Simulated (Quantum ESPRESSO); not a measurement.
## Kohn-Sham bands of Zr (hcp (Mg type))

```xyz
2
Lattice="3.2392 0.0000 0.0000 -1.6196 2.8053 0.0000 0.0000 0.0000 5.1722" Properties=species:S:1:pos:R:3 pbc="T T T"
Zr     1.6196    -0.9351     1.2931
Zr    -1.6196     0.9351    -1.2931
```

Materials Project entry mp-131; symmetrised, unrelaxed at this level. This is the element's usual structure. Method: PBEsol plane waves in Quantum ESPRESSO 7.5 (PseudoDojo norm-conserving files, 53 Ry, no spin polarisation, no spin-orbit coupling), Bloch states on a 12×12×6 mesh through Γ, Wannier90 4.0.1. Density: 18×18×8 mesh, cold smearing 0.01 Ry.

Question: List the Kohn-Sham levels between −8 and 3.0 eV relative to the Fermi level at the high-symmetry points, as a band run of pw.x on that density gives them (levels within 2 meV counted together).

Answer: 
| point | k (reciprocal lattice) | levels (eV) |
|---|---|---|
| Γ | 0.000 0.000 0.000 | -5.67, -3.03, 0.85 (×2), 0.97, 1.12, 1.53 (×2), 2.12 (×2) |
| M | 0.500 0.000 0.000 | -2.55, -2.52, -2.13, -0.23, 0.53, 0.74, 1.42 |
| K | 0.333 0.333 0.000 | -2.08, -1.36 (×2), -1.14, 0.24 (×2), 1.76 |
| A | 0.000 0.000 0.500 | -3.97 (×2), 0.02 (×2), 0.76 (×4) |
| L | 0.500 0.000 0.500 | -2.86 (×2), -1.06 (×2), 1.59 (×2), 2.18 (×2) |
| H | 0.333 0.333 0.500 | -1.45 (×2), -1.27 (×2), -0.04 (×2), 2.00 (×2) |
